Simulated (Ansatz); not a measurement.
ZrH under compression and expansion

```yaml
crystal:
  lattice:
    - [3.24279, 0.00000, 0.00000]
    - [0.00000, 3.24279, 0.00000]
    - [0.00000, 0.00000, 4.94800]
  atoms:
    - { symbol: Zr, position: [0.00000, 0.50000, 0.00000] }
    - { symbol: Zr, position: [0.50000, 0.00000, 0.50000] }
    - { symbol: H, position: [0.00000, 0.00000, 0.75000] }
    - { symbol: H, position: [0.00000, 0.00000, 0.25000] }
```

The conventional cell has a = 3.243 Å, b = 3.243 Å, c = 4.948 Å, α = 90.00°, β = 90.00°, γ = 90.00°. Zr (atom 1) has 4 H at 2.04 Å as nearest neighbours. H (atom 3) has 4 Zr at 2.04 Å as nearest neighbours.

The cell comes from COD entry 1540981, which wasn't checked; take it as a given geometry.

All numbers are computed: DFT, PBEsol, all-electron LAPW, scalar-relativistic (Ansatz 0.2.0); DFT, PBEsol, PAW with Ansatz's default frozen-core files, scalar-relativistic (Ansatz 0.2.0).

For LAPW: a Γ-centred 9×9×6 k mesh, Fermi–Dirac smearing of 0.02 eV, basis error target 0.5 meV/atom, no spin polarisation. PAW takes a cutoff of 420 eV at this cell (files made with PBE, cores remade for this functional). The Ansatz runs share mesh, smearing and spin set-up. Plane-wave (PAW) pressures include the program's estimate of the Pulay term.

The cell above is scaled evenly, with fractional coordinates and shape held.

Q: Estimate the equilibrium volume and bulk modulus that LAPW (all electrons) gives for this fixed shape.

A: V0 = 12.73 Å³/atom, B0 = 123 GPa, B0′ = 3.6, from a third-order Birch–Murnaghan fit to these pressures:
| V/V(cell) | V (Å³/atom) | P, LAPW (GPa) | P, PAW (GPa) | free energy over the lowest listed, PAW (meV/atom) |
| --- | --- | --- | --- | --- |
| 0.9400 | 12.227 | 5.29 | 5.27 | 8.0 |
| 0.9800 | 12.748 | -0.17 | -0.20 | 0.0 |
| 1.0000 | 13.008 | -2.56 | -2.58 | 2.3 |
| 1.0100 | 13.138 | -3.66 | -3.69 | 4.8 |
| 1.0400 | 13.528 | -6.69 | -6.71 | 17.6 |

PAW's V0 lies -0.02 % from the all-electron value and its B0 0.1 %. With shape and internal coordinates held, B0 is an upper bound to the relaxed modulus.
